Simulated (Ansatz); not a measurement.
The relaxed structure here is a generated cell of Y2Ge: the first start was made by placing the elements on the sites of a structure type, and the end was not matched to a known phase here, so it may be hypothetical.

A relaxed structure of Y2Ge. Space group Fddd (No. 70), AFLOW prototype A2B_oF24_70_e_a (C54, as in TiSi2). Method: r2SCAN (plane waves to 500 eV, PAW, scalar-relativistic; Ansatz, a program for electronic structure).

Space group Fddd, origin choice 1 (No. 70); a = 5.656 Å, b = 9.422 Å, c = 11.011 Å, α = 90.00°, β = 90.00°, γ = 90.00°

| atom | site | symmetry | x | y | z |
|---|---|---|---|---|---|
| Y | 16f | .2. | 0.0000 | 0.3188 | 0.0000 |
| Ge | 8a | 222 | 0.0000 | 0.0000 | 0.0000 |
(The calculation used a cell of 6 atoms; values per cell refer to that cell.)

- Volume per atom: 24.45 Å³
- Band gap: no gap (metallic)
- Shortest distances: Ge–Y 3.00 Å; Y–Y 3.11 Å
- k-mesh: 11×11×11

Band energies at high-symmetry points (eV from the Fermi level; labels of this space group; no spin-orbit coupling), from −5 eV up to 2.2 eV:

```
point                                                                       energies
-----  -----------------------------------------------------------------------------
Γ      -2.70 -2.24 -2.20 -2.10 -1.40 -1.26 -0.18 -0.05 0.37 0.60 1.25 1.42 1.50 2.06
Y      -2.81 -2.81 -2.10 -2.10 -0.99 -0.99 -0.82 -0.82 0.96 0.96 1.26 1.26 2.01 2.01
T              -3.90 -3.90 -2.01 -2.01 -1.22 -1.22 -0.22 -0.22 -0.05 -0.05 1.96 1.96
Z                -2.91 -2.91 -2.17 -2.17 -1.62 -1.62 -0.88 -0.88 0.64 0.64 1.41 1.41
Σ0     -3.85 -3.63 -2.60 -1.76 -1.35 -0.92 -0.34 -0.30 0.41 0.49 1.35 1.36 1.55 1.81
U0     -3.85 -3.63 -2.60 -1.76 -1.35 -0.92 -0.34 -0.30 0.41 0.49 1.35 1.36 1.55 1.81
C0             -3.47 -3.47 -1.64 -1.64 -1.23 -1.23 -0.38 -0.38 -0.01 -0.01 1.01 1.01
A0             -3.47 -3.47 -1.64 -1.64 -1.23 -1.23 -0.38 -0.38 -0.01 -0.01 1.01 1.01
```

No spin polarisation in the result.

The run could not lose the symmetry of its start: the end is stationary, and may be a saddle point rather than a minimum.
